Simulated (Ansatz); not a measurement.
SnTe:
```cif
data_SnTe
_chemical_formula_sum 'Te1 Sn1'
_space_group_name_H-M_alt 'P 1'
_space_group_IT_number 1
_cell_length_a 4.50727
_cell_length_b 4.50727
_cell_length_c 4.50727
_cell_angle_alpha 60.000
_cell_angle_beta 60.000
_cell_angle_gamma 60.000
loop_
_space_group_symop_operation_xyz
  'x, y, z'
loop_
_atom_site_label
_atom_site_type_symbol
_atom_site_fract_x
_atom_site_fract_y
_atom_site_fract_z
_atom_site_occupancy
Te1 Te 0.00000 0.00000 0.00000 1
Sn1 Sn 0.50000 0.50000 0.50000 1
```

Relaxed with r²SCAN.

**Question.** Which orbitals make up the states near the band edges in DFT-r²SCAN in the program Ansatz with PAW potentials?

**Answer.** Top 1 eV of the valence band: Te 5p 54 %, Sn 5s 23 %, Sn 5p 18 %. Bottom 1 eV of the conduction band: Sn 5p 79 %, Te 5p 9 %, Te 5s 7 %. Projections are on Löwdin-orthogonalised atomic valence shells; empty p or d shells of many metals are not among them.

**Question.** Tabulate the density of states.

**Answer.** States/eV per cell of 2 atoms, in 0.25 eV bins, energy from the valence-band maximum.

```csv
E (eV),total,Te 5p,Sn 5p,Sn 5s
-7.85,1.76,0.46,0.03,1.19
-7.60,1.34,0.32,0.03,0.91
-7.35,0.97,0.21,0.02,0.64
-7.10,0.78,0.15,0.02,0.51
-6.85,0.40,0.09,0.01,0.24
-6.60,0.22,0.05,0.00,0.13
-6.35,0.16,0.03,0.00,0.09
-6.10,0.12,0.02,0.00,0.07
-5.85,0.08,0.01,0.00,0.05
-5.60,0.17,0.07,0.05,0.04
-5.35,0.42,0.21,0.16,0.03
-5.10,0.63,0.34,0.26,0.02
-4.85,0.67,0.37,0.27,0.02
-4.60,0.90,0.51,0.35,0.02
-4.35,1.06,0.62,0.39,0.03
-4.10,1.33,0.80,0.47,0.04
-3.85,1.70,1.06,0.57,0.04
-3.60,1.67,1.06,0.53,0.04
-3.35,1.69,1.10,0.50,0.05
-3.10,1.69,1.13,0.47,0.06
-2.85,1.67,1.15,0.42,0.07
-2.60,1.74,1.24,0.39,0.08
-2.35,1.82,1.35,0.34,0.09
-2.10,1.36,1.01,0.22,0.10
-1.85,0.75,0.42,0.18,0.12
-1.60,0.93,0.53,0.20,0.17
-1.35,1.41,0.86,0.24,0.27
-1.10,1.35,0.80,0.23,0.28
-0.85,0.82,0.44,0.15,0.19
-0.60,0.30,0.16,0.05,0.07
-0.35,0.03,0.01,0.01,0.01
-0.10,0.00,0.00,0.00,0.00
0.15,0.00,0.00,0.00,0.00
0.40,0.18,0.01,0.14,0.00
0.65,1.41,0.10,1.14,0.01
0.90,1.96,0.18,1.56,0.02
1.15,1.54,0.20,1.16,0.02
1.40,1.30,0.23,0.92,0.03
1.65,1.21,0.25,0.81,0.03
1.90,1.15,0.27,0.74,0.03
2.15,1.14,0.29,0.71,0.03
2.40,1.16,0.30,0.69,0.03
2.65,1.41,0.33,0.70,0.03
2.90,1.70,0.38,0.76,0.03
3.15,1.67,0.46,0.91,0.03
3.40,1.70,0.45,0.85,0.02
3.65,1.49,0.38,0.65,0.02
3.90,1.26,0.33,0.54,0.01
4.15,1.40,0.36,0.60,0.01
4.40,1.51,0.36,0.60,0.01
4.65,1.65,0.34,0.56,0.01
4.90,1.58,0.27,0.45,0.00
```

Space group Fm-3m (rock salt). The r²SCAN relaxation kept the symmetry of its start. At this level the phase is dynamically unstable (imaginary phonons). Scalar-relativistic: spin–orbit coupling is off unless named, which matters more the heavier the elements.

Potentials: the later of the program's two PAW sets.
